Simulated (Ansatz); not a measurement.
Relaxed-ion elastic tensor of InP (zinc blende, F-43m) in GPa (Voigt order), LDA (plane waves, PAW; program Ansatz); density 4.90 g/cm³, 24.72 Å³ per atom.

```
      1     2     3     4     5     6
-  ----  ----  ----  ----  ----  ----
1   101  56.6  56.6   0.0   0.0   0.0
2  56.6   101  56.6   0.0   0.0   0.0
3  56.6  56.6   101   0.0   0.0   0.0
4   0.0   0.0   0.0  45.5   0.0   0.0
5   0.0   0.0   0.0   0.0  45.5   0.0
6   0.0   0.0   0.0   0.0   0.0  45.5
```

Question: Is the crystal mechanically stable?

Answer: Yes: the smallest eigenvalue of C is 44.1 GPa.

Question: Work out the Voigt, Reuss and Hill averages.

Answer: K_V = 71.3, K_R = 71.3, K_H = 71.3; G_V = 36.1, G_R = 31.9, G_H = 34.0 GPa.

Question: Give Young's modulus, Poisson's ratio, Pugh's ratio and the universal anisotropy index.

Answer: E = 9KG/(3K + G) = 88.0 GPa; ν = 0.29; K/G = 2.10 (ductile by the Pugh limit of 1.75); A_U = 5G_V/G_R + K_V/K_R − 6 = 0.66.

Question: Estimate the sound speeds and the Debye temperature.

Answer: v_l = √((K + 4G/3)/ρ) = 4880 m/s, v_t = √(G/ρ) = 2640 m/s, mean 2940 m/s; Θ = (h/k)(3n/4πV)^(1/3) v_m = 301 K.

Question: Give the Zener ratio and Young's modulus along [100], [110] and [111].

Answer: A = 2C44/(C11 − C12) = 2.06; 1/E = S11 − 2(S11 − S12 − S44/2)Γ with Γ = 0, 1/4, 1/3 gives 60.0, 92.3, 112 GPa.

Symmetry was held in the LDA relaxation; of distortions, only those at the zone centre were tested.

Potentials: the earlier of the program's two PAW sets.
